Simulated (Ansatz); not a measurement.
Rb3LiPb4:
```cif
data_Li4Pb16Rb12
_chemical_formula_sum 'Rb12 Li4 Pb16'
_space_group_name_H-M_alt 'Cmcm'
_space_group_IT_number 63
_space_group_name_Hall '-C 2c 2'
_cell_length_a 7.27702
_cell_length_b 16.40837
_cell_length_c 10.64471
_cell_angle_alpha 90.000
_cell_angle_beta 90.000
_cell_angle_gamma 90.000
loop_
_atom_site_label
_atom_site_type_symbol
_atom_site_symmetry_multiplicity
_atom_site_Wyckoff_symbol
_atom_site_fract_x
_atom_site_fract_y
_atom_site_fract_z
_atom_site_occupancy
Rb1 Rb 4 c 0.00000 0.22186 0.25000 1
Rb2 Rb 8 f 0.00000 0.61307 0.04196 1
Li1 Li 4 a 0.00000 0.00000 0.00000 1
Pb1 Pb 8 g 0.21700 0.03350 0.75000 1
Pb2 Pb 8 f 0.00000 0.16737 0.60676 1
```
(The calculation used a cell of 16 atoms; values per cell refer to that cell.)

Relaxed with r²SCAN.

Q: Tabulate the valence density and the electron localisation function along the shortest Li–Pb contact (2.97 Å), the program Ansatz at the r²SCAN level (PAW).

A: 

```
distance from Li (Å)  density (e/Å³)   ELF
--------------------  --------------  ----
0.30                            4.63  0.99
0.45                            1.70  0.83
0.59                            0.35  0.20
0.74                            0.09  0.02
0.89                            0.07  0.03
1.04                            0.08  0.16
1.19                            0.10  0.38
1.34                            0.12  0.45
1.49                            0.16  0.45
1.63                            0.23  0.41
1.78                            0.35  0.37
1.93                            0.57  0.37
2.08                            1.02  0.38
2.23                            1.90  0.33
2.38                            3.35  0.20
2.53                            5.33  0.06
2.67                            7.62  0.01
```

The density is the valence pseudo-density with augmentation charge, so density and ELF within about 1 Å of a nucleus are not all-electron values.

The first step of the workflow began from a Materials Project structure, measured or hypothetical; the Crystallography Open Database copy checked does not list it. Its standing as an ambient phase is unchecked. Symmetry was held in the r²SCAN relaxation; its stability against distortions is not shown here. Scalar-relativistic: spin–orbit coupling is off unless named, which matters more the heavier the elements.

Potentials: the later of the program's two PAW sets.
